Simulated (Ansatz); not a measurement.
Method: DFT PBE, scalar-relativistic, plane waves, PAW (Ansatz). Settings: cutoff 420 eV, Γ-centred meshes spaced at most about 0.3 Å⁻¹, and about 0.25 Å⁻¹ or finer for metals (2π included), Gaussian smearing. Collinear spin in cells that started with moments and kept them past the coarse steps, no spin elsewhere.

All energies are static (0 K, no zero-point motion).

Compare these two cells of Cu3O2, each relaxed at this level.

A. (site moments Cu 0.2 (×2); O 0.2 μB)

```xyz
5
Lattice="3.2257 0.0000 0.0000 -1.6129 2.7936 0.0000 0.0000 0.0000 6.4541" Properties=species:S:1:pos:R:3 pbc="T T T"
Cu    1.6129    0.9312    1.1742
Cu    1.6129    0.9312    5.2799
Cu    0.0000    0.0000    3.2270
O     0.0000    0.0000    0.0000
O     0.0000    1.8624    3.2270
```

B. (no spin)

```xyz
5
Lattice="3.8652 0.0000 0.0000 0.0000 3.8652 0.0000 0.0000 0.0000 3.8652" Properties=species:S:1:pos:R:3 pbc="T T T"
Cu    1.9326    0.0000    0.0000
Cu    0.0000    1.9326    0.0000
Cu    0.0000    0.0000    1.9326
O     0.0000    0.0000    0.0000
O     1.9326    1.9326    1.9326
```

Problem. Which form is favoured at zero pressure, and by what margin per atom?

Solution. A is lower, by 136 meV/atom. A has space group P-6m2 (No. 187), 11.6 Å³/atom and no gap on its mesh; B has space group Pm-3m (No. 221), 11.5 Å³/atom and no gap. Counting O atoms around Cu (those within 1.25 times the shortest such distance or 1.15 times the sum of covalent radii), A has Cu 3 and B has Cu 2. Their magnetic states differ too, which can make part of the margin. Both come from invented guesses. A third cell relaxed alike, in R-3m, lies 0.36 eV/atom below the lower of the two.

In Pm-3m an odd number of electrons in the primitive cell allows no gap without spin; a larger cell or a magnetic state could open one. No Hubbard U is applied to the 3d shell of Cu. The magnetic state reached may not be the lowest. Cells relaxed within their symmetry can be saddle points. Some types were kept out of the candidates beforehand, so the set may lack a known form.
